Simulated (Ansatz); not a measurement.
**CaMn2Bi2 (P-3m1): electronic heat capacity from the density of states**

All numbers below come from DFT r2SCAN, scalar-relativistic, plane waves, PAW in Ansatz.

Settings: cutoff 500 eV, Γ-centred mesh 12×12×6 on the computed 5-atom cell, Gaussian smearing of 0.10 eV; collinear spin from starting moments 0 4.96 4.96 0 0 μB.

Relaxed cell: P-3m1, a = 4.676 Å, b = 4.676 Å, c = 7.668 Å, α = 90.00°, β = 90.00°, γ = 120.00°, 5 atoms in the primitive cell. Whether it is the stable form of this composition wasn't checked.

The density of states at the Fermi level is 0.930 states/eV in the cell of 5 atoms (1 formula unit; both spins, tetrahedra on a 18×18×9 mesh). The run ends with a moment of 9.87 μB a cell (largest on a site 4.51 μB), and the figure is for this state; a paramagnetic sample can have a quite different one. Another magnetic order, if the compound takes it, can change N(E_F) and the shape of the cell a good deal, and may open a gap, where γ is close to zero.

Question: What Sommerfeld coefficient does this give?

Answer: Per formula unit N(E_F) = 0.930 states/eV. γ = (π²/3) k_B² N(E_F) N_A = 2.357 mJ/(mol K²) per state/eV, so γ = 2.2 mJ/(mol K²), a mole of formula units. This is the bare band result: a measured γ of the same phase and magnetic order is as a rule larger by a factor 1 + λ from phonons and spin fluctuations. N(E_F) at one energy is sensitive to the mesh where the density of states has sharp peaks.

The state reached may not be the lowest one. Spin-orbit coupling is left out, which matters for the bands of heavy elements. The run saw a state lower than the one given here. Only parallel moments were tried here.

Only this magnetic start was tried.

Cost: 1 run of about 8.4 core-minutes, on Arm Neoverse V1 (shared hosts).